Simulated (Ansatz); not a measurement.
Tl:
```xyz
4
Lattice="3.4739 0.0000 0.0000 -1.7370 3.0085 0.0000 0.0000 0.0000 11.2462" Properties=species:S:1:pos:R:3 pbc="T T T"
Tl     0.0000     0.0000     0.0000
Tl     0.0000     0.0000     5.6231
Tl     0.0000     2.0057     2.8115
Tl     1.7370     1.0028     8.4346
```

Relaxed with r²SCAN+D4. Special points in fractions of this cell's reciprocal vectors: Γ (0.000, 0.000, 0.000); M (0.500, 0.000, 0.000); K (0.333, 0.333, 0.000); A (0.000, 0.000, 0.500); L (0.500, 0.000, 0.500); H (0.333, 0.333, 0.500).

Q: List the band energies nearest the Fermi level at these points for r²SCAN+D4 (plane waves, PAW; program Ansatz).

A: In eV from the Fermi level; about four levels below and three above (degenerate sets whole), none deeper than 8.9 eV; points with the same levels are listed once.

| k | below | above |
|---|---|---|
| Γ | -8.84 -8.83 -5.50 -2.81 | 3.23 3.24 8.19 8.19 |
| M | -4.23 -2.62 -2.30 -0.30 | 0.16 1.95 2.98 |
| K | -0.53 -0.53 -0.38 -0.38 | 1.74 2.39 2.39 |
| A | -7.08 -7.08 -0.55 -0.55 | 7.52 7.52 8.46 8.46 8.46 8.46 |
| L | -1.76 -1.76 -1.08 -1.08 | 3.58 3.58 4.50 4.50 |
| H | -4.56 -4.56 -1.06 -1.06 | 0.11 0.11 0.96 0.96 |

Space group P6_3/mmc (dhcp (α-La type)). The workflow started from a Materials Project entry (that database holds measured and hypothetical structures alike). Its sites differ from those of the usual phase in this space group: another stacking or structure type. The r²SCAN+D4 relaxation kept the symmetry of its start; whether a distortion lowers the energy is not shown. The pairwise dispersion correction was not fitted to metals. Scalar-relativistic: spin–orbit coupling is off unless named, which matters more the heavier the elements.

Potentials: the later of the program's two PAW sets.
